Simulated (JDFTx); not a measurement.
An input for a modified build of JDFTx (Pt(110), CANDLE, water, 1 M NaF; bohr, hartree) and the course of its log:

```
lattice \
  7.4514735683 0.0000000000 0.0000000000 \
  0.0000000000 5.2689874820 0.0000000000 \
  0.0000000000 0.0000000000 40.8180842919
coords-type Lattice
ion Pt 0.0000000000 0.0000000000 -0.1290846340 0
ion Pt 0.5000000000 0.5000000000 -0.0645423170 0
ion Pt 0.0000000000 0.0000000000 0.0000000000 0
ion Pt 0.5000000000 0.5000000000 0.0645423170 0
ion Pt 0.0000000000 0.0000000000 0.1290846340 0
ion-species pseudo/pt_pbe_v1.4.upf
elec-cutoff 12 60
elec-ex-corr gga-PBE
coulomb-interaction Slab 001
coulomb-truncation-embed 0 0 0
kpoint-folding 6 8 1
elec-smearing Fermi 0.01
elec-n-bands 53
target-mu -0.166842
electronic-scf nIterations 100 energyDiffThreshold 1e-07
fluid LinearPCM
pcm-variant CANDLE
fluid-solvent H2O
fluid-cation Na+ 1
fluid-anion F- 1
fluid-minimize nIterations 400 knormThreshold 1e-11
wavefunction read f0.wfns
elec-initial-eigenvals f0.eigenvals
elec-initial-fillings read f0.fillings
fluid-initial-state f0.fluidState
dump-name f0_u0.$VAR
dump End State Ecomponents EigStats BandEigs Forces ElecDensity IonicPositions Fillings Kpoints Dtot FluidDebug BoundCharge FluidDensity
```

```
[one cycle in 5 is shown, and the last three; fluid-solver lines are left out]
	FillingsUpdate:  mu: -0.166842000  nElectrons: 82.826004
SCF: Cycle:  0   G: -429.610062511657702   dG: +1.559e+00   |Residual|: 2.099e-01   |deigs|: 1.618e-08
	FillingsUpdate:  mu: -0.166842000  nElectrons: 80.739531
SCF: Cycle:  5   G: -431.091670582423831   dG: -8.324e-03   |Residual|: 4.624e-02   |deigs|: 9.520e-04
	FillingsUpdate:  mu: -0.166842000  nElectrons: 81.024453
SCF: Cycle: 10   G: -430.991529428093656   dG: +7.998e-02   |Residual|: 7.193e-02   |deigs|: 2.858e-03
	FillingsUpdate:  mu: -0.166842000  nElectrons: 83.267531
SCF: Cycle: 15   G: -429.039487976694602   dG: +3.583e-01   |Residual|: 2.444e-01   |deigs|: 2.869e-03
	FillingsUpdate:  mu: -0.166842000  nElectrons: 81.772653
SCF: Cycle: 20   G: -430.593759593396840   dG: +8.342e-02   |Residual|: 1.214e-01   |deigs|: 7.790e-04
	FillingsUpdate:  mu: -0.166842000  nElectrons: 81.615740
SCF: Cycle: 25   G: -430.725820546111322   dG: -2.917e-02   |Residual|: 1.087e-01   |deigs|: 2.865e-04
	FillingsUpdate:  mu: -0.166842000  nElectrons: 82.190808
SCF: Cycle: 30   G: -430.316106958346211   dG: +1.312e-01   |Residual|: 1.509e-01   |deigs|: 1.440e-03
	FillingsUpdate:  mu: -0.166842000  nElectrons: 82.185117
SCF: Cycle: 35   G: -430.269996525101988   dG: -3.811e-02   |Residual|: 1.561e-01   |deigs|: 8.224e-04
	FillingsUpdate:  mu: -0.166842000  nElectrons: 78.829408
SCF: Cycle: 40   G: -430.505259604680987   dG: +3.120e-01   |Residual|: 1.156e-01   |deigs|: 1.291e-02
	FillingsUpdate:  mu: -0.166842000  nElectrons: 77.767644
SCF: Cycle: 45   G: -428.974341398936303   dG: -2.434e+00   |Residual|: 2.051e-01   |deigs|: 4.554e-03
	FillingsUpdate:  mu: -0.166842000  nElectrons: 77.147003
SCF: Cycle: 50   G: -427.709615682652668   dG: +2.826e+00   |Residual|: 2.486e-01   |deigs|: 2.216e-02
	FillingsUpdate:  mu: -0.166842000  nElectrons: 79.076771
SCF: Cycle: 55   G: -430.706290905832589   dG: +2.468e-01   |Residual|: 9.280e-02   |deigs|: 1.065e-02
	FillingsUpdate:  mu: -0.166842000  nElectrons: 81.890984
SCF: Cycle: 60   G: -430.619430506346305   dG: +3.319e-02   |Residual|: 1.225e-01   |deigs|: 4.946e-04
	FillingsUpdate:  mu: -0.166842000  nElectrons: 81.422538
SCF: Cycle: 65   G: -430.918710125121777   dG: +4.682e-02   |Residual|: 7.954e-02   |deigs|: 7.436e-04
	FillingsUpdate:  mu: -0.166842000  nElectrons: 81.479104
SCF: Cycle: 70   G: -430.871388629811293   dG: -9.374e-03   |Residual|: 8.955e-02   |deigs|: 1.336e-04
	FillingsUpdate:  mu: -0.166842000  nElectrons: 80.746479
SCF: Cycle: 75   G: -431.129893700917876   dG: -4.790e-01   |Residual|: 3.409e-02   |deigs|: 7.789e-03
	FillingsUpdate:  mu: -0.166842000  nElectrons: 80.264855
SCF: Cycle: 80   G: -431.171734482375598   dG: -4.666e-04   |Residual|: 2.666e-03   |deigs|: 1.747e-04
	FillingsUpdate:  mu: -0.166842000  nElectrons: 80.318639
SCF: Cycle: 85   G: -431.171985947200028   dG: +1.097e-04   |Residual|: 1.497e-03   |deigs|: 5.329e-04
	FillingsUpdate:  mu: -0.166842000  nElectrons: 80.299468
SCF: Cycle: 90   G: -431.172124818105885   dG: -5.036e-07   |Residual|: 3.166e-05   |deigs|: 5.008e-05
	FillingsUpdate:  mu: -0.166842000  nElectrons: 80.299127
SCF: Cycle: 95   G: -431.172124755925893   dG: +5.667e-08   |Residual|: 3.573e-05   |deigs|: 4.205e-06
	FillingsUpdate:  mu: -0.166842000  nElectrons: 80.299361
SCF: Cycle: 97   G: -431.172124796709454   dG: +2.669e-09   |Residual|: 2.809e-05   |deigs|: 8.522e-06
	FillingsUpdate:  mu: -0.166842000  nElectrons: 80.300754
SCF: Cycle: 98   G: -431.172124279306558   dG: +5.174e-07   |Residual|: 9.059e-05   |deigs|: 7.301e-06
	FillingsUpdate:  mu: -0.166842000  nElectrons: 80.299912
SCF: Cycle: 99   G: -431.172124770661696   dG: -4.914e-07   |Residual|: 2.972e-05   |deigs|: 4.010e-06
SCF: None of the convergence criteria satisfied after 100 iterations.
IonicMinimize: Iter:   0  G: -431.172124770661696  |grad|_K:  0.000e+00
IonicMinimize: Converged (|grad|_K<1.000000e-04).
```

This run gave no converged result. The loop ran out of cycles short of its threshold. It has stalled and not diverged: the last ten energies span 5e-07 Ha, so the total is near its end, but levels, forces and the electron count aren't shown converged.
